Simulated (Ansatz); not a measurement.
All numbers below come from Ansatz, DFT PBE, scalar-relativistic, plane waves, PAW. All cells share a 420 eV cutoff and Γ-centred k meshes spaced at most about 0.3 Å⁻¹ (about 0.25 or finer for metals, 2π included). Collinear spin in cells that started with moments and kept them past the coarse steps, no spin elsewhere.

Each of these unrelaxed guesses is relaxed in cell and atoms within its symmetry. A guess keeps its type if space group and coordination stay and the shape of the cell changes little (axis ratios within about 15 %, angles within 6°); the volume may change.

1. MgFeC4N4 (collinear spin from parallel moments)

```
Mg Fe C N
1.0
     5.98481    0.00000    0.00000
     0.00000    5.98481    0.00000
     0.00000    0.00000    5.98481
Mg Fe C N
1 1 4 4
Direct
  0.50000 0.50000 0.50000
  0.00000 0.00000 0.00000
  0.18696 0.18696 0.18696
  0.18696 0.81304 0.81304
  0.81304 0.18696 0.81304
  0.81304 0.81304 0.18696
  0.29983 0.29983 0.29983
  0.29983 0.70017 0.70017
  0.70017 0.29983 0.70017
  0.70017 0.70017 0.29983
```

2. TaGa2

```
Ta Ga
1.0
     2.87205    0.00000    0.00000
     0.00000    2.87205    0.00000
     0.00000    0.00000    5.95388
Ta Ga
1 2
Direct
  0.00000 0.00000 0.00000
  0.50000 0.50000 0.28432
  0.50000 0.50000 0.71568
```

3. Hf2H3

```
Hf H
1.0
     3.57531    0.00000    0.00000
     0.00000    4.39831    0.00000
     0.00000    0.00000    5.30226
Hf H
2 3
Direct
  0.50000 0.50000 0.50000
  0.50000 0.00000 0.50000
  0.00000 0.00000 0.50000
  0.50000 0.00000 0.00000
  0.00000 0.00000 0.00000
```

**Question.** Which guesses survive the relaxation?

**Answer.** Guesses 1 and 2 keep their type.

```tsv
guess	kept	start group	end group	V start (Å³/atom)	V end	b/a and c/a, end over start	nearest neighbours start	nearest neighbours end
1	yes	P-43m	P-43m	21.4	21.8	1.00, 1.00	C 1, Fe 4, Mg 4, N 1	C 1, Fe 4, Mg 4, N 1
2	yes	P4/mmm	P4/mmm	16.4	17.6	1.00, 1.13	Ga 9, Ta 12	Ga 9, Ta 12
3	no	Pmmm	P4/mmm	16.7	14.6	-	H 2, Hf 2	H 4, Hf 2/4
```

Neighbours count within 15 % of an atom's shortest distance; end groups are read at 0.02 Å (0.05 Å in metals).

These runs have no spin–orbit coupling, which can matter for Hf and Ta. In such compounds of Fe a zero gap at this level may well be an artefact, since no Hubbard U is applied. A magnetic state wasn't ruled out in cells without spin, among them Hf2H3 P4/mmm. The magnetic state reached may not be the lowest. Cells relaxed within their symmetry can be saddle points.

In counts of neighbours, a slash parts the counts of unlike sites.
